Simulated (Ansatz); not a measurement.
## What a change of settings does to a run on BiAs

The structure comes from a relaxation in the same program, started in the zincblende type. Whether it is a known phase or the ground state wasn't checked. The listed cell was then made from it by scaling, straining or moving an atom.

First run: DFT, PBE, all-electron PAW with datasets made for the crystal, scalar-relativistic (Ansatz 0.2.0).

Command: `ansatz run input.yaml --threads 1 --pin off --max-ram 2048MiB --backend cpu --events-out ev --progress --plain --runs-dir out` The run took 27 s on 1 thread of Arm Neoverse V1, on a shared host, peak memory 0.67 GiB.

```yaml
crystal:
  lattice:
    - [0.0, 3.3782855424, 3.3025598772]
    - [3.3782855424, 0.0, 3.3025598772]
    - [3.3782855424, 3.3782855424, 0.0]
  atoms:
    - { symbol: Bi, position: [0.0, 0.0, 0.0] }
    - { symbol: As, position: [0.25, 0.25, 0.25] }
kpoints:
  mp_grid: { grid: [10, 10, 10] }
scf:
  occupations: { method: fermi_dirac, width: 0.03 }
hamiltonian:
  xc: pbe
  pseudopotentials: { kind: all_electron, datasets: crystal }
output:
  forces: true
  stress: true
  eigenvalues: true
  efg: { contact_densities: true }
```

Result: converged; pressure 0.01 GPa; no gap on the k mesh; 11 SCF iterations.

Spin–orbit coupling is left out, though it moves levels of the heavy atoms by tenths of an eV or more.

A second run of a changed input logged this at its end:

```
Error: YAML parse error: error: line 13 column 13: invalid u64
  --> <input>:13:13
   |
11 | scf:
12 |   occupations: { method: fermi_dirac, width: 0.03 }
13 |   max_iter: "yes please"
   |             ^ invalid u64
14 | hamiltonian:
15 |   xc: pbe
   |
```

What was wrong with the input?

A value of the wrong type, by this change (others could give a like log):
```diff
@@ -11,4 +11,5 @@
 scf:
   occupations: { method: fermi_dirac, width: 0.03 }
+  max_iter: "yes please"
 hamiltonian:
   xc: pbe
```
